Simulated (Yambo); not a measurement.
Li₄WO₅ (space group I4, No. 79), G0W0@PBEsol in Yambo with this input:

```
rim_cut
gw0
dyson
el_el_corr
HF_and_locXC
ppa
em1d
RandQpts= 1000000
RandGvec= 1 Ry
EXXRLvcs= 84 Ry
VXCRLvcs= 336 Ry
Chimod= "HARTREE"
% BndsRnXp
 6 | 106 |
%
NGsBlkXp= 6 Ry
% LongDrXp
 1.0 | 1.0 | 1.0 |
%
PPAPntXp= 27.2114 eV
% GbndRnge
 1 | 106 |
%
GTermKind= "BG"
DysSolver= "n"
ExtendOut
```

On a 4×4×4 mesh, with wavefunctions cut at 84 Ry, the gap ((0.25, -0.25, 0.25) → X) is 5.421 eV and the valence edge shifts by -0.672 eV.

Task: What happens with this change: no terminator?

Result: The gap rises by 0.099 eV, to 5.520 eV; the shift of the valence edge becomes -0.442 eV. Neither run is shown to be the converged limit.

Spin-orbit coupling is not included.

Geometry of the Materials Project entry, not relaxed at this level; primitive cell a = 5.059 Å, b = 5.059 Å, c = 5.059 Å, α = 99.48°, β = 99.48°, γ = 132.12°.

The structure is a Materials Project entry; no match was found in the copy of COD used, and its stability was not checked.

A shift is the quasiparticle energy of the state minus its PBEsol energy.
